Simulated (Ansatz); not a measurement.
# TiO₂: the gap under strain, fitted and tested

Plane-wave DFT in Ansatz, r2SCAN, scalar-relativistic PAW potentials, cutoff 500 eV, no spin-orbit coupling; no spin polarisation. TiO₂ in space group I4_1/amd. Strain along c alone; the other axes held, atoms relaxed (conventional cell); Kohn–Sham gaps sought over the whole zone.

| strain (%) | space group | gap (eV) |
| --- | --- | --- |
| -3.0 | I4_1/amd | 2.441 |
| -2.0 | I4_1/amd | 2.472 |
| -1.0 | I4_1/amd | 2.501 |
| +0.0 | I4_1/amd | 2.529 |
| +1.0 | I4_1/amd | 2.554 |
| +2.0 | I4_1/amd | 2.576 |
| +3.0 | I4_1/amd | ? |

Q: Fit the given gaps and predict the missing one.

A: Next to zero the slopes are +28 meV per % on the compressed side and +25 on the stretched side. No break shows at zero, so all given rows go into a parabola: E_g = 2.529 +0.0260 ε -0.00109 ε² eV (ε in %; scatter 1 meV). At +3.0 % this gives 2.597 eV; the run gave 2.596 eV, 1 meV away. The fit holds.

Cost: about 13 core-minutes for the runs cited, on Arm Neoverse V2 (shared hosts).